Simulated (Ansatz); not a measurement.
A comparison from first-principles data. A metal film that reacts with Si consumes substrate; on a shallow junction the depth consumed per thickness of contact matters as much as the driving force.

The reference row is NiSi2. 10 nm of metal is deposited and fully reacted. All products have no gap at this level.

Levels of theory (Ansatz, a plane-wave PAW program): volume per atom: r²SCAN, relaxed cell; metal volume, Si volume: r²SCAN, the element in its room-temperature structure; ΔH_f: r²SCAN, 0 K, against the elements in the same set-up, no fitted corrections.

Runs started from generated or typed cells of the structure named: NiSi2; TaSi2; NbSi2. No claim is made that these are known or stable phases: Nb5Si3 (I4/mcm, tI32); Ru2Si (Pnma, oP12). Magnetic at some levels of our runs and not at others: VSi2. Run without spin polarisation: NiSi2, VSi2. Spin–orbit coupling is left out unless named. No other phase of the formula is at hand at the same level beside Ru2Si (Pnma, oP12). ΔH_f counts from the lowest computed solid of each element: Nb (Im-3m), Ni (Fm-3m, ferromagnetic), Ru (P6_3/mmc), Si (Fd-3m), Ta (Im-3m), V (Im-3m).

Working rules: Si consumed = metal thickness × y × V(Si)/V(metal); product = metal thickness × (1 + y) × V/V(metal); ratio = consumed/product; volume change = product/(metal + consumed) − 1.

| crystal | Si atoms per metal atom | V (Å³/atom) | V of the metal (Å³/atom) | V of Si (Å³/atom) | ΔH_f (eV/atom) | Si consumed (nm) | product thickness (nm) | consumed per nm of product | volume change (%) |
|---|---|---|---|---|---|---|---|---|---|
| NiSi2 (Fm-3m), reference | 2.000 | 13.01 | 10.52 | 20.17 | −0.351 | 38.35 | 37.10 | 1.03 | −23 |
| TaSi2 (P6₂22) | 2.000 | 14.41 | 18.05 | 20.17 | −0.460 | 22.35 | 23.95 | 0.93 | −26 |
| Nb5Si3 (I4/mcm, tI32) | 0.600 | 16.10 | 18.00 | 20.17 | −0.739 | … | … | … | … |
| VSi2 (P6₂22) | 2.000 | 12.49 | 13.26 | 20.17 | −0.464 | 30.42 | 28.26 | 1.08 | −30 |
| Ru2Si (Pnma, oP12) | 0.500 | 12.98 | 13.50 | 20.17 | −0.403 | … | … | … | … |
| NbSi2 (P6₂22) | 2.000 | 14.56 | 18.00 | 20.17 | −0.536 | 22.41 | 24.27 | 0.92 | −25 |

### Question
Complete the blanks.

### Answer

- Ru2Si (Pnma, oP12): Si consumed: 10 × 0.500 × 20.17/13.50 = 7.47 nm; product thickness: 10 × (1 + 0.500) × 12.98/13.50 = 14.42 nm; Si consumed per nm of product: 7.47/14.42 = 0.52; volume change: 100 × (14.42/(10 + 7.47) − 1) = −17 %.
- Nb5Si3 (I4/mcm, tI32): Si consumed: 10 × 0.600 × 20.17/18.00 = 6.72 nm; product thickness: 10 × (1 + 0.600) × 16.10/18.00 = 14.31 nm; Si consumed per nm of product: 6.72/14.31 = 0.47; volume change: 100 × (14.31/(10 + 6.72) − 1) = −14 %.

Ranking by Si consumed per nm of product, lowest first: Nb5Si3 (I4/mcm, tI32) (0.47 ± 0.015), Ru2Si (Pnma, oP12) (0.52 ± 0.016), NbSi2 (0.92 ± 0.029) ≈ TaSi2 (0.93 ± 0.029), NiSi2 (1.03 ± 0.033), VSi2 (1.08 ± 0.034). The ± follows from allowances picked for this note (volume per atom 1 %, metal volume 1 %, 3 % for the model), carried to first order and added in quadrature; ≈ joins neighbours closer than their two ± added in quadrature. At the edge of that rule, so that a last digit could turn the call: NiSi2 and VSi2. On this figure 4 of 5 candidates do clearly better than the reference.

Which phase forms first is kinetic; barrier heights, resistivities and agglomeration are not treated. Phases over 50 meV/atom above the lowest one at hand were not drawn (by r²SCAN where it compared them, else by the largest value; a layered or molecular lowest phase counts only with a dispersion term); other phases could lie lower still. The rows are a sample and no shortlist: familiar crystals first, some related and some not, whatever their agreement with measurement; tables with many equal figures were not kept. Limits of the draw: ΔH_f under −0.03 eV/atom; for ΔH_f, runs without a dispersion term, no Mn, and elements whose lowest cell is their usual one. As a rule kept out of such tables: 4f compounds, open-shell compounds run without a Hubbard term, cells found unstable in the tests at hand, cells close to a higher symmetry, and runs set to a pressure or over 12 % in volume from the crystal's fullest run.
